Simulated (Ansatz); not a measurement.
Energy over volume and axial ratio for BaZrO3 (cubic perovskite)

BaZrO3 (cubic perovskite)

```yaml
crystal:
  lattice:
    - [4.20507, 0.00000, 0.00000]
    - [0.00000, 4.20507, 0.00000]
    - [0.00000, 0.00000, 4.20507]
  atoms:
    - { symbol: Ba, position: [0.00000, 0.00000, 0.00000] }
    - { symbol: Zr, position: [0.50000, 0.50000, 0.50000] }
    - { symbol: O, position: [0.50000, 0.00000, 0.50000] }
    - { symbol: O, position: [0.00000, 0.50000, 0.50000] }
    - { symbol: O, position: [0.50000, 0.50000, 0.00000] }
```

Two coordinates are scanned: the volume, and the ratio of the stretch along z (the conventional c axis) to the stretch across it. Atoms keep their fractional coordinates.

All values below come from r2SCAN (plane waves to 500 eV, PAW, scalar-relativistic; Ansatz, a quantum-chemistry and plane-wave program). k mesh 8×8×8 (Γ-centred), Fermi-Dirac smearing 0.05 eV. The energy includes the smearing's −TS. Compression counts positive. BaZrO3 is run without spin polarisation. BaZrO3 was relaxed with its symmetry unable to fall. The zero of ΔE is the relaxed starting cell.

ΔE (eV/atom), with V/V₀ across and (c/a)/(c/a)₀ down:

```csv
(c/a)/(c/a)₀ \ V/V₀,0.920,0.960,1.000,1.040,1.080
0.880,0.2296,0.1673,0.1370,0.1327,0.1495
0.940,0.0942,0.0465,0.0296,0.0373,0.0650
1.000,0.0562,0.0130,0.0000,0.0113,0.0423
1.060,0.0867,0.0397,0.0232,0.0315,0.0597
1.120,0.1676,0.1102,0.0845,0.0844,0.1051
```

P (GPa), with V/V₀ across and (c/a)/(c/a)₀ down:

| (c/a)/(c/a)₀ \ V/V₀ | 0.920 | 0.960 | 1.000 | 1.040 | 1.080 |
|---|---|---|---|---|---|
| 0.880 | 21.8 | 12.2 | 4.4 | -1.9 | -7.0 |
| 0.940 | 17.6 | 8.4 | 1.0 | -5.0 | -9.8 |
| 1.000 | 16.3 | 7.3 | 0.0 | -5.9 | -10.6 |
| 1.060 | 17.4 | 8.2 | 0.9 | -5.1 | -9.9 |
| 1.120 | 20.4 | 10.9 | 3.2 | -3.0 | -8.0 |

Key numbers:

The shear modulus C′ = (C11 − C12)/2 (fit, atoms clamped) is 117 GPa. Lowest place on the grid: V/V₀ = 1.000, (c/a)/(c/a)₀ = 1.000 (0.0 meV/atom). Highest place on the grid: V/V₀ = 0.920, (c/a)/(c/a)₀ = 0.880 (229.6 meV/atom).

The 25 points together took about 8 core-minutes (a rough figure).

(A scan under strain: stresses follow from slopes of the energy per volume, elastic moduli from its curvatures.)
